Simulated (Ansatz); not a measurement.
NbC₂ (MoSi2 or CaC2 type, space group No. 139), PBEsol in the plane-wave PAW code Ansatz, all energies at zero smearing, with the estimated change up to a 700 eV cutoff added, with one set of potentials and settings (totals compare only within such a set). Cell of 3 atoms (1 Nb, 2 C): -4987.625 eV.

```json
[
 {"element": "Nb", "reference phase": "Im-3m, 1 atoms in the cell", "E (eV/atom)": "-4495.4542"},
 {"element": "C", "reference phase": "P6_3/mmc, 4 atoms in the cell", "E (eV/atom)": "-246.6950"}
]
```

Formation energy per atom, worked out: (-4987.625 − 1×(-4495.4542) − 2×(-246.6950))/3 = 0.406 eV/atom (39 kJ per mol of atoms), at 0 K, without zero-point energy or fitted corrections.

Space group I4/mmm (MoSi2 or CaC2 type). The start of the workflow was typed in or built on a structure type; neither database checked (COD, Materials Project) lists it. Its standing as an ambient phase is unchecked. The PBEsol relaxation kept the symmetry of its start; whether a distortion lowers the energy is not shown. The run is not spin-polarised. The volume moved by -30 % from the start of the relaxation. Its formation energy is positive at this level, so the cell may be metastable or incomplete. The references are the lowest solids computed at this level, not always the standard phases.

Potentials: the later of the program's two PAW sets.
